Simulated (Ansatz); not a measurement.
LaCl, DFT, r2SCAN, PAW with Ansatz's default frozen-core files, scalar-relativistic (Ansatz 0.2.0), run on 2 threads of Arm Neoverse V2 on a shared host.

The geometry is COD entry 4344186, unchecked; take it as a test cell.

Command: `ansatz run input.yaml --threads 2 --pin off --max-ram 6144MiB --backend cpu --events-out ev --progress --plain --runs-dir out`

```yaml
crystal:
  lattice:
    - [2.0513, 1.1843186072, 9.1986666667]
    - [-2.0513, 1.1843186072, 9.1986666667]
    - [0.0, -2.3686372144, 9.1986666667]
  atoms:
    - { symbol: La, position: [0.22101, 0.22101, 0.22101] }
    - { symbol: La, position: [0.77899, 0.77899, 0.77899] }
    - { symbol: Cl, position: [0.3843, 0.3843, 0.3843] }
    - { symbol: Cl, position: [0.6157, 0.6157, 0.6157] }
kpoints:
  mp_grid: { grid: [5, 5, 5] }
scf:
  occupations: { method: fermi_dirac, width: 0.08 }
hamiltonian:
  xc: r2scan
  pseudopotentials: { kind: paw }
output:
  forces: true
  stress: true
md:
  timestep: 2.0
  n_steps: 20
  ensemble: nve
  temperature: 800
  initial_velocities: maxwell_boltzmann
  seed: 139882
```

(1) How large is the problem that the program sets up?

(2) Estimate the wall time and the peak memory.

## Answers

(1) 63 irreducible k-points, 3423 plane waves at Γ, 22 bands.

(2) 7 min of wall time for 105 SCF iterations, with a peak of 0.83 GiB. Times on shared machines scatter by tens of per cent.
